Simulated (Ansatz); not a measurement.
Co$_{2}$P:
```
CELL_PARAMETERS angstrom
      5.41198     0.00000     0.00000
      0.00000     3.47033     0.00000
      0.00000     0.00000     6.52650
ATOMIC_POSITIONS crystal
  Co 0.03255 0.75000 0.67005
  Co 0.96745 0.25000 0.32995
  Co 0.46745 0.25000 0.17005
  Co 0.53255 0.75000 0.82995
  Co 0.35445 0.25000 0.56481
  Co 0.64555 0.75000 0.43519
  Co 0.14555 0.75000 0.06481
  Co 0.85445 0.25000 0.93519
  P  0.75053 0.25000 0.62119
  P  0.24947 0.75000 0.37881
  P  0.74947 0.75000 0.12119
  P  0.25053 0.25000 0.87881
```

Relaxed with PBEsol. Special points in fractions of this cell's reciprocal vectors: Γ (0.000, 0.000, 0.000); X (0.500, 0.000, 0.000); S (0.500, 0.500, 0.000); Y (0.000, 0.500, 0.000); Z (0.000, 0.000, 0.500); U (0.500, 0.000, 0.500); R (0.500, 0.500, 0.500); T (0.000, 0.500, 0.500).

List the band energies nearest the Fermi level at these points for PBEsol (plane waves, PAW; program Ansatz).

In eV from the Fermi level; about four levels below and three above (degenerate sets whole), none deeper than 8.9 eV; points with the same levels are listed once.

| k | below | above |
|---|---|---|
| Γ | -0.34 -0.26 -0.15 -0.01 | 0.30 0.60 0.90 |
| X | -0.31 -0.31 -0.08 -0.08 | 0.63 0.63 1.63 1.63 |
| S | -0.20 -0.20 -0.20 -0.20 | 1.13 1.13 1.13 1.13 |
| Y | -0.58 -0.58 -0.05 -0.05 | 0.02 0.02 1.31 1.31 |
| Z | -0.31 -0.31 -0.30 -0.30 | 0.14 0.14 1.09 1.09 |
| U | -0.22 -0.22 -0.16 -0.16 | 0.49 0.49 1.61 1.61 |
| R | -0.07 -0.07 -0.07 -0.07 | 1.51 1.51 1.51 1.51 |
| T | -0.44 -0.44 -0.42 -0.42 | 0.25 0.25 0.30 0.30 |

Space group Pnma. The first step of the workflow began from a Materials Project structure, measured or hypothetical; the Crystallography Open Database files this formula in space group No. 62, but the cells were not matched. Whether it is the stable phase at ambient conditions was not checked. The PBEsol relaxation kept the symmetry of its start; its stability against distortions is not shown here. The workflow began spin-polarised and lost its moments.

Potentials: the later of the program's two PAW sets.
